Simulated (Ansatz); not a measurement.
Li (hcp (Mg type), P6_3/mmc) under volume change, LDA in the plane-wave PAW code Ansatz, shape and atoms relaxed at each volume.

| V (Å³/atom) | E − E(relaxed) (meV/atom) | P (GPa) |
|---|---|---|
| 17.255 | 8.1 | 1.65 |
| 17.824 | 3.4 | 1.02 |
| 18.393 | 0.8 | 0.47 |
| 18.961 | 0.0 | -0.01 |
| 19.530 | 0.8 | -0.43 |
| 20.099 | 3.0 | -0.80 |
| 20.668 | 6.4 | -1.13 |

What does a third-order Birch–Murnaghan fit give for V₀, B₀ and B′?

V₀ = 18.95 Å³/atom, B₀ = 15.0 GPa, B′ = 3.4.

The workflow started from a Materials Project entry (that database holds measured and hypothetical structures alike); the Crystallography Open Database files this formula in space group No. 194, but the cells were not matched. It is not the phase usual at ambient conditions (space group No. 229). The cell was relaxed with LDA under the symmetry of its start; its stability against distortions is not shown here.

Potentials: the earlier of the program's two PAW sets. The files were generated under PBE; for other functionals the program regenerates the frozen cores, and for LDA and PBEsol the local potential too.
